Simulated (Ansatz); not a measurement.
Density of states of NbRu

```cif
data_structure
_symmetry_space_group_name_H-M 'P 1'
_symmetry_Int_Tables_number 1
_cell_length_a 3.1840
_cell_length_b 3.1840
_cell_length_c 3.1840
_cell_angle_alpha 90.000
_cell_angle_beta 90.000
_cell_angle_gamma 90.000
_cell_volume 32.28
loop_
_atom_site_label
_atom_site_type_symbol
_atom_site_fract_x
_atom_site_fract_y
_atom_site_fract_z
_atom_site_occupancy
Nb1 Nb 0.00000 0.00000 0.00000 1
Ru1 Ru 0.50000 0.50000 0.50000 1
```

The runs use the primitive cell with vectors (3.184, 0.000, 0.000), (0.000, 3.184, 0.000), (0.000, 0.000, 3.184) Å, to which the k mesh refers.

The geometry is COD entry 1523398, unchecked; take it as a test cell.

Spin polarisation is left out, and whether a magnetic state lies lower isn't shown here.

All numbers below come from DFT, PBEsol, all-electron LAPW, scalar-relativistic (Ansatz 0.2.0).

Settings: a Γ-centred 11×11×11 k mesh, Fermi–Dirac smearing of 0.03 eV, basis error target 0.25 meV/atom, no spin polarisation.

States per eV and cell, averaged over 0.6 eV, from -7.6 to 3.0 eV, with energies (bin centres) from the Fermi level; empty bins are left out. The partial columns, the largest 3 alone, are projections on Löwdin-orthogonalised atomic shells (those that the program's projection atoms carry: the occupied ones and, for some elements, an empty d or f shell; other empty shells have no column), summed over atoms of an element. Weights on diffuse s and p shells depend on that basis and aren't pure angular character.

```
E (eV)  total  Ru 4d  Nb 4d  Ru 5s
  -7.4   0.04   0.00   0.00   0.01
  -6.8   0.13   0.00   0.00   0.05
  -6.2   0.22   0.01   0.01   0.08
  -5.6   0.79   0.22   0.21   0.16
  -5.0   2.54   1.13   0.83   0.26
  -4.4   3.16   1.71   1.07   0.15
  -3.8   3.27   2.14   1.03   0.04
  -3.2   2.68   1.79   0.81   0.03
  -2.6   3.60   2.41   0.86   0.16
  -2.0   2.38   1.37   0.68   0.09
  -1.4   0.88   0.44   0.27   0.05
  -0.8   0.64   0.27   0.27   0.02
  -0.2   1.80   0.79   0.92   0.02
   0.4   4.09   1.65   2.22   0.04
   1.0   3.15   0.96   1.94   0.11
   1.6   1.58   0.39   0.95   0.15
   2.2   1.27   0.25   0.92   0.05
   2.8   2.38   0.46   1.78   0.04
```

Q: Where is the centre of the filled Ru 4d states between -14 eV and the top of the filled states?

A: -3.22 eV from the Fermi level.
